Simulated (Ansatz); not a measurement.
input.yaml

```yaml
crystal:
  lattice:
    - [5.9487475932, 0.0, 0.0]
    - [-2.9743737966, 5.1517665364, 0.0]
    - [0.0, 0.0, 4.7949216026]
  atoms:
    - { symbol: Ti, position: [0.1646115582, 0.3292231164, 0.75] }
    - { symbol: Ti, position: [0.6707768836, 0.8353884418, 0.75] }
    - { symbol: Ti, position: [0.1646115582, 0.8353884418, 0.75] }
    - { symbol: Ti, position: [0.8353884418, 0.6707768836, 0.25] }
    - { symbol: Ti, position: [0.3292231164, 0.1646115582, 0.25] }
    - { symbol: Ti, position: [0.8353884418, 0.1646115582, 0.25] }
    - { symbol: Sn, position: [0.6666666667, 0.3333333333, 0.75] }
    - { symbol: Sn, position: [0.3333333333, 0.6666666667, 0.25] }
basis:
  ecutwfc: 500
kpoints:
  mp_grid: { grid: [6, 6, 8] }
hamiltonian:
  xc: r2scan
scf:
  occupations: { method: gaussian, width: 0.1 }
output:
  forces: true
  stress: true
  eigenvalues: true
relax:
  adjacent_minimum: "off"
  f_tol: 0.01
  max_steps: 30
  cell: { stress_tol: 0.1, fix: [volume] }
```

Launched with
```bash
ansatz run input.yaml --threads 2 --pin off --max-ram 5120MiB --backend cpu --events-out ev --progress --plain --runs-dir out
```

Method: Ansatz 0.2.0, DFT r2SCAN, scalar-relativistic, plane waves, PAW.

From the run's log, abridged (final results; tables in files aren't shown):

```
SCF 2 converged in 4 iterations: F = -27106.107306 eV  dr2 = 2.72e-10
SCF converged after 4 iterations
Free energy (F): -27106.107306 eV
Harris-Foulkes:  -27106.107306 eV  (|F-HF|=2.18e-10)
Internal energy: -27106.062434 eV  (E = F + TS)
E sigma→0 (E₀):  -27106.084870 eV
Entropy (-TS):   -0.044872 eV (-5.609 meV/atom)
Fermi energy:    13.766460 eV
--- Per-component energies (eV) ---
  E_band       = -1100.491851
  E_kinetic    = 2010.619160
  E_local      = -6167.041276  (includes V_loc(G=0)·N_el)
  E_nonlocal   = -16.334816
  E_hartree    = 2916.111465
  E_xc         = -1306.102502
  E_vxc        = -1005.938250  (∫ρ·V_xc dr)
  E_paw        = -14667.680228  (= ΣΔE_a)
  E_vpaw       = -1822.278868  (= ΣTr[D̂ρ^β])
  E_aug_tail   = 0.000544  (compensation charges beyond the density's cutoff)
  E_vtau       = 68.258068  (kinetic-family band-sum trace: ∫τ·v_τ [+ j·A + Jᵃ·Aᵃ] dr)
  E_ewald      = -9875.584679
  E_core_change = -0.050103  (= ΣΔE_core)
  E_smearing   = -0.044872  (= −TS)
--- Forces (eV/Å), atoms counted from 1 ---
  atom   1  Ti     0.00000000    -0.00732130     0.00000000
  atom   2  Ti     0.00634043     0.00366065     0.00000000
  atom   3  Ti    -0.00634043     0.00366065     0.00000000
  atom   4  Ti     0.00000000     0.00732130     0.00000000
  atom   5  Ti    -0.00634043    -0.00366065     0.00000000
  atom   6  Ti     0.00634043    -0.00366065     0.00000000
  atom   7  Sn     0.00000000     0.00000000     0.00000000
  atom   8  Sn     0.00000000     0.00000000     0.00000000
--- Stress (GPa, compression-positive) ---
       -3.493925       0.000000       0.000000
        0.000000      -3.493925       0.000000
        0.000000       0.000000      -3.493191
  P = ⅓ Tr σ = -3.4937 GPa (-34.937 kbar)
--- Band table (eV; the first three rows and the last of 35) ---
  k-point 0: bands = ["-45.5580", "-45.4893", "-45.4893", "-45.4818", "-45.4524", "-45.4524", "-20.9669", "-20.9067", "-20.8711", "-20.8711", "-20.8203", "-20.8203", "-20.8066", "-20.8066", "-20.8017", "-20.7306", "-20.6035", "-20.6035", "-20.5897", "-20.5409", "-20.4775", "-20.4775", "-20.4651", "-20.4651", "-7.9883", "-7.9883", "-7.9808", "-7.9808", "-7.9773", "-7.9723", "-7.9723", "-7.9681", "-7.9492", "-7.9492", "3.7608", "6.0624", "10.3304", "10.3304", "10.5481", "10.8545", "10.8545", "11.1506", "11.7011", "12.3920", "12.3920", "12.4860", "12.6034", "12.7700", "12.7700", "13.0983", "14.1955", "14.1955", "14.2304", "14.2654", "14.2654", "15.5794", "15.5794", "15.6973", "15.7798", "15.779 ...
  k-point 1: bands = ["-45.5551", "-45.4879", "-45.4879", "-45.4847", "-45.4538", "-45.4538", "-20.9587", "-20.9057", "-20.8969", "-20.8969", "-20.8346", "-20.8346", "-20.7981", "-20.7707", "-20.7707", "-20.7253", "-20.5983", "-20.5983", "-20.5951", "-20.5546", "-20.4774", "-20.4774", "-20.4659", "-20.4659", "-7.9882", "-7.9882", "-7.9833", "-7.9833", "-7.9765", "-7.9696", "-7.9696", "-7.9680", "-7.9502", "-7.9502", "3.8603", "6.0130", "10.3885", "10.3885", "10.4196", "10.8476", "10.9704", "10.9704", "11.5960", "12.4428", "12.4428", "12.6164", "12.6164", "12.7588", "12.7860", "13.1051", "14.1356", "14.1356", "14.2402", "14.2402", "14.3110", "15.5940", "15.5960", "15.5960", "15.6619", "15.661 ...
  k-point 2: bands = ["-45.5469", "-45.4930", "-45.4839", "-45.4839", "-45.4578", "-45.4578", "-20.9383", "-20.9258", "-20.9258", "-20.9034", "-20.8678", "-20.8678", "-20.7847", "-20.7130", "-20.7130", "-20.7102", "-20.6105", "-20.5928", "-20.5912", "-20.5912", "-20.4772", "-20.4772", "-20.4681", "-20.4681", "-7.9882", "-7.9882", "-7.9868", "-7.9868", "-7.9746", "-7.9679", "-7.9653", "-7.9653", "-7.9526", "-7.9526", "4.1459", "5.8459", "10.0379", "10.3243", "10.5634", "10.5634", "11.3060", "11.3060", "11.7013", "12.2239", "12.2239", "12.5727", "12.5727", "13.0371", "13.0721", "13.1715", "13.9852", "13.9852", "14.0704", "14.0704", "14.5480", "15.3820", "15.4990", "15.4990", "15.5472", "15.547 ...
  k-point 34: bands = ["-45.4986", "-45.4986", "-45.4923", "-45.4923", "-45.4709", "-45.4709", "-20.9177", "-20.9177", "-20.8796", "-20.8796", "-20.8165", "-20.8165", "-20.7319", "-20.7319", "-20.6431", "-20.6431", "-20.6345", "-20.6345", "-20.6103", "-20.6103", "-20.5933", "-20.5933", "-20.4967", "-20.4967", "-7.9796", "-7.9796", "-7.9765", "-7.9765", "-7.9662", "-7.9662", "-7.9625", "-7.9625", "-7.9606", "-7.9606", "5.6137", "5.6137", "8.8086", "8.8086", "9.8430", "9.8430", "11.7430", "11.7430", "11.7740", "11.7740", "13.0019", "13.0019", "13.1402", "13.1402", "13.4065", "13.4065", "14.0828", "14.0828", "14.3153", "14.3153", "14.4191", "14.4191", "15.3178", "15.3178", "15.3478", "15.3478"] ...
--- Relaxed structure (1 steps of the walk, 1 accepted, 1 SCFs on fresh bases) ---
  F+E_penalty+E_count = -27106.10730579 eV   max|allowed force component| = 7.321e-3 eV/Å   (the final SCF, on the basis selected at the relaxed cell)
  cell:  # Å, volume = 146.9478 Å³
    - [5.94874759, 0.0, 0.0]
    - [-2.97437379, 5.15176653, 0.0]
    - [0.0, 0.0, 4.7949216026]
  atoms:
    - { symbol: Ti, position: [0.1646115582, 0.3292231164, 0.75] }
    - { symbol: Ti, position: [0.67077688, 0.83538844, 0.75] }
    - { symbol: Ti, position: [0.1646115582, 0.83538844, 0.75] }
    - { symbol: Ti, position: [0.83538844, 0.6707768836, 0.24999999] }
    - { symbol: Ti, position: [0.3292231164, 0.1646115582, 0.24999999] }
    - { symbol: Ti, position: [0.8353884418, 0.1646115582, 0.24999999] }
    - { symbol: Sn, position: [0.66666666, 0.33333333, 0.75] }
    - { symbol: Sn, position: [0.33333333, 0.66666666, 0.24999999] }
```

The relaxation met its thresholds.

The run took 41 s on 2 threads of Arm Neoverse V2, on a shared host, peak memory 0.91 GiB.